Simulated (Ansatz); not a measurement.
GaN:
```
GaN
1.0
    0.00000     2.10865     2.10865
    2.10865     0.00000     2.10865
    2.10865     2.10865     0.00000
Ga N
1 1
Direct
  0.00000   0.00000   0.00000
  0.50000   0.50000   0.50000
```

Relaxed with r²SCAN. DFT-r²SCAN in the program Ansatz with PAW potentials gives a gap of 1.17 eV.

Task: What gap does HSE06 give on the same cell (Ansatz, PAW)?

Result: 1.90 eV, 0.73 eV more. The hybrid was solved on a coarser mesh and at special points; its gap is the smallest among all of these.

| k | v1 r²SCAN | c1 r²SCAN | v1 HSE06 | c1 HSE06 |
|---|---|---|---|---|
| Γ | -0.53 | 2.85 | (withheld) | (withheld) |
| X | -3.15 | 1.17 | -3.31 | 1.90 |
| L | -0.20 | 5.37 | (withheld) | (withheld) |
| W | -4.60 | 5.75 | (withheld) | (withheld) |
| K | -2.19 | 3.78 | (withheld) | (withheld) |

Task: Top valence (v1) and lowest conduction level (c1) in eV from each method's valence maximum (which need not be a listed point): supply the withheld HSE06 values.

Result: 
- L, v1 HSE06: -0.22
- L, c1 HSE06: 5.95
- W, v1 HSE06: -4.81
- W, c1 HSE06: 6.66
- Γ, v1 HSE06: -0.54
- Γ, c1 HSE06: 3.61
- K, v1 HSE06: -2.32
- K, c1 HSE06: 4.55

Cost on shared cores: the r²SCAN run (SCF on a 11×11×11 mesh, then bands and DOS) about 9 core-seconds (a rough figure), the HSE06 run (SCF on 8×8×8, then a few points) very roughly 50 core-seconds; the tasks are unlike.

Space group Fm-3m (rock salt). This is a known high-pressure phase of the composition, computed here at zero pressure and temperature. The cell was relaxed with r²SCAN under the symmetry of its start; phonons on a q-mesh show no instability. Spin–orbit coupling is left out wherever it is not named.

Potentials: the earlier of the program's two PAW sets.
